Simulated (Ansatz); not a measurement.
# CdSe — field gradients at the nuclei

The cell is a COD entry, ions relaxed with PBE at fixed cell.

```xyz
4
Lattice="4.3000 0.0000 0.0000 -2.1500 3.7239 0.0000 0.0000 0.0000 7.0200" Properties=species:S:1:pos:R:3 pbc="T T T"
Cd    0.0000    2.4826    0.0341
Cd    2.1500    1.2413    3.5441
Se    0.0000    2.4826    2.6686
Se    2.1500    1.2413    6.1786
```

Atom numbers follow the list; atoms alike are taken as one site, whose name carries the number of the first.

Level of theory: DFT, r2SCAN, plane waves and PAW, scalar-relativistic, 500 eV cutoff, Γ-centred 9×9×5 k-points, Fermi–Dirac smearing 0.01 eV (Ansatz 0.2.0).

V_zz is the principal component of the electric field gradient with the largest magnitude, η = (V_xx − V_yy)/V_zz and C_Q = eQV_zz/h.

```json
{"site": "Cd", "atoms (order as listed)": "1, 2", "first shell": "4 Se at 2.63 Å", "V_zz (10²¹ V/m²)": "0.11", "η": "0.00", "C_Q (MHz)": "–"}
{"site": "Se", "atoms (order as listed)": "3, 4", "first shell": "4 Cd at 2.63 Å", "V_zz (10²¹ V/m²)": "0.30", "η": "0.00", "C_Q (MHz)": "–"}
```

An axis of threefold or higher order runs through Cd and Se, so V_zz lies along it and η is zero.

Cd, Se have no stable isotope with a ground-state quadrupole moment in the table, so no C_Q is given.

Without spin–orbit coupling (the program notes it for Cd) the gradients can shift somewhat, as the gap is small.
